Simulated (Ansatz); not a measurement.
CsSnI3 (cubic perovskite)

```
CELL_PARAMETERS angstrom
      6.22511     0.00000     0.00000
      0.00000     6.22511     0.00000
      0.00000     0.00000     6.22511
ATOMIC_POSITIONS crystal
  Cs 0.00000 0.00000 0.00000
  Sn 0.50000 0.50000 0.50000
  I  0.00000 0.50000 0.50000
  I  0.50000 0.50000 0.00000
  I  0.50000 0.00000 0.50000
```

In each cell atom 1 (Cs, nearest neighbour I at 4.402 Å; its periodic images, 6.2 Å or more away, move with it) moves by s·(1.000, 0.000, 0.000) (along Cartesian x), the rest being held.

These are r2SCAN (plane waves to 500 eV, PAW, scalar-relativistic; Ansatz, a first-principles code) values and carry that method's errors. k mesh 5×5×5 (Γ-centred), Fermi-Dirac smearing 0.05 eV. The energy includes the smearing's −TS. On this mesh the relaxed cell isn't quite at rest: it carries a pressure of -0.1 GPa (compression positive) at the zero of the scan. CsSnI3 was relaxed with its symmetry unable to fall. Spin-orbit coupling is left out, though I is heavy. The PAW data are Ansatz's earlier set. This is a high-temperature form of CsSnI3. The zero of ΔE is the undisplaced structure.

Task: What ΔE (meV/cell) does the calculation give at s (Å) = -0.440, -0.352, -0.088, 0.176, 0.264, 0.352?

Result: 
| s (Å) | ΔE (meV/cell) |
|---|---|
| -0.440 | 15.3 |
| -0.352 | 9.0 |
| -0.088 | 0.5 |
| 0.176 | 2.0 |
| 0.264 | 4.7 |
| 0.352 | 9.0 |

(For displaced atoms, the force is minus the slope of the energy, and its curvature is a force constant, which sets phonon frequencies.)
